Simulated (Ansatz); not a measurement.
## Profile along the Rh–Rh line in Rh (fcc, Cu type)

Rh (fcc, Cu type)

```
Rh
1.0
    0.00000     1.90006     1.90006
    1.90006     0.00000     1.90006
    1.90006     1.90006     0.00000
Rh
1
Direct
  0.00000   0.00000   0.00000
```

Fields along a shortest Rh–Rh line of a {110} plane (2.69 Å), from Rh to Rh, interpolated on the slice's grid (step about 0.1 Å). The numbers are results of r2SCAN (plane waves to 500 eV, PAW, scalar-relativistic; Ansatz, an electronic-structure program), not measurements. k mesh 21×21×21. Inside the PAW spheres the values are not all-electron values, and peaks at nuclei hang on which shells count as valence. Rh is run without spin polarisation. Rh was relaxed with its symmetry unable to fall. The PAW data are Ansatz's earlier set.

| distance from Rh (Å) | valence electron density (e/Å³) | electron localisation function |
|---|---|---|
| 0.00 | 14.82 | x |
| 0.13 | 13.94 | x |
| 0.27 | 11.86 | x |
| 0.40 | 9.12 | x |
| 0.54 | 6.28 | 0.64 |
| 0.67 | 3.77 | 0.56 |
| 0.81 | 1.82 | 0.43 |
| 0.94 | 0.88 | 0.31 |
| 1.08 | 0.55 | 0.24 |
| 1.21 | 0.40 | 0.24 |
| 1.34 | 0.37 | 0.26 |
| 1.48 | 0.40 | 0.24 |
| 1.61 | 0.55 | 0.24 |
| 1.75 | 0.88 | 0.31 |
| 1.88 | 1.82 | 0.43 |
| 2.02 | 3.77 | 0.56 |
| 2.15 | 6.28 | 0.64 |
| 2.29 | 9.12 | x |
| 2.42 | 11.86 | x |
| 2.56 | 13.94 | x |
| 2.69 | 14.82 | x |

x: too close to a nucleus for the ELF to mean much.

Density on the Rh–Rh line (2.69 Å) at its midpoint: 0.37 e/Å³. ELF at that point: 0.26.
